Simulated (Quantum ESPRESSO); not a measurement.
Space group Fm-3m (No. 225); a = b = c = 4.2708 Å, α = β = γ = 90.00°

| atom | site | symmetry | x | y | z |
|---|---|---|---|---|---|
| Be | 8c | -43m | 0.2500 | 0.2500 | 0.2500 |
| C | 4a | m-3m | 0.0000 | 0.0000 | 0.0000 |
(The calculation used a cell of 3 atoms; values per cell refer to that cell.)

Cell and atoms were relaxed with LDA from Materials Project entry mp-1569, within its symmetry.

Q: What does LDA (Quantum ESPRESSO, PseudoDojo norm-conserving, 88 Ry, scalar-relativistic) give for the electronic structure near the Fermi level?

A: The LDA gap is indirect, 1.21 eV, from Γ to X; the smallest direct gap is 4.13 eV.
